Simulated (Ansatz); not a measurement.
A: IrO2 (rutile), a = 4.472 Å, b = 4.472 Å, c = 3.154 Å, α = 90.00°, β = 90.00°, γ = 90.00°
B: LiTaO$_{3}$ (LiNbO3 type, space group R3c), a = b = 5.1390 Å, c = 13.7649 Å, α = β = 90.00°, γ = 120.00°
C: SiO₂ (alpha-cristobalite type, space group P4_12_12), a = b = 5.0289 Å, c = 7.0108 Å, α = β = γ = 90.00°
D: ZrO₂ (tetragonal-ZrO2 type, space group P4_2/nmc), a = b = 3.584 Å, c = 5.179 Å, α = β = γ = 90.00°

Scan: energy against volume (even scaling of the relaxed cell, symmetry kept). All come from one method, each on a k mesh of its own. All were relaxed with their symmetry unable to fall. IrO2 is run without spin polarisation and with no Hubbard U. LiTaO3 is run without spin polarisation. Spin-orbit coupling is left out. The PAW data are Ansatz's earlier set. This is a high-temperature form of ZrO2. ZrO2 is run without spin polarisation.

Problem. Order them by bulk modulus at fixed cell shape (fitted) (highest first) at the level PBEsol (plane waves to 420 eV, PAW, scalar-relativistic; Ansatz, an electronic-structure program).

Solution. A (305 GPa), D (195 GPa), B (125 GPa), C (14.2 GPa)

(Under strain, the slope of the energy per volume gives the stress and its curvature an elastic modulus.)
